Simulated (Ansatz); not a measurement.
# HfTeSe: computed property card

HfTeSe:
```yaml
crystal:
  lattice:
    - [3.87960, 0.00000, 0.00000]
    - [-1.93980, 3.35984, 0.00000]
    - [0.00000, 0.00000, 6.59874]
  atoms:
    - { symbol: Hf, position: [0.00000, 0.00000, 0.98162] }
    - { symbol: Te, position: [0.66667, 0.33333, 0.25763] }
    - { symbol: Se, position: [0.33333, 0.66667, 0.76076] }
```

Space group P3m1 (No. 156); conventional cell a = b = 3.880 Å, c = 6.599 Å, α = β = 90.00°, γ = 120.00°.

Method: DFT-r²SCAN+D4 in the program Ansatz with PAW potentials. The cell and atoms are relaxed at this level. Other levels are named where they apply.

**Cell and energy**

```json
{
 "volume_per_atom": "28.67 Å³",
 "density": "7.43 g/cm³",
 "Formation energy from the elements (no fitted shifts)": "-122 kJ/mol-atom"
}
```

**Electronic structure**

```json
{
 "band_gap": "0.12 eV (indirect)",
 "valence_band_maximum": "at Γ",
 "conduction_band_minimum": "at L (3 equivalent valleys)",
 "smallest_direct_gap_on_the_standard_path": "0.98 eV",
 "electron_effective_mass": "0.18, 0.88, 3.7 mₑ (principal values)",
 "Hole effective mass, band 1 of 2 at the edge": "0.21 along x, 2.4 along z (mₑ)",
 "Hole effective mass, band 2 of 2 at the edge": "0.092 along x, 2.4 along z (mₑ)",
 "HSE06 gap on the r²SCAN+D4 cell": "0.38 eV",
 "Gap with spin–orbit coupling": "none (metallic)"
}
```

**Mechanics**

```json
{
  "Bulk modulus (Birch–Murnaghan fit)": "20.6 GPa",
  "Pressure derivative B′": "11.9",
  "Elastic constants (relaxed ions, GPa)": "C11 = 104, C12 = 20.8, C13 = 6.2, C14 = 2.4, C33 = 27.3, C44 = 8.7",
  "mechanical_stability": "stable (all eigenvalues of C positive)",
  "hill_bulk_and_shear_moduli": "27.5 and 19.9 GPa",
  "Young's modulus": "48.0 GPa",
  "Poisson's ratio": "0.21",
  "debye_temperature_from_the_elastic_constants": "176 K"
}
```

**Phonons**

```json
{
  "Highest zone-centre frequency (without LO–TO term)": "203 cm⁻¹",
  "zone_centre_stability": "no imaginary mode at Γ"
}
```

**Charges**

```json
{
  "bader_charges": "Hf +1.96, Te -0.88, Se -1.08 e"
}
```

The first step of the workflow began from a Materials Project structure, measured or hypothetical; the Crystallography Open Database copy checked does not list it. Whether it is the stable phase at ambient conditions was not checked. The r²SCAN+D4 relaxation kept the symmetry of its start. The run is not spin-polarised. The references are the lowest solids computed at this level, not always the standard phases. Scalar-relativistic: spin–orbit coupling is off unless named, which matters more the heavier the elements.

Potentials: the later of the program's two PAW sets.
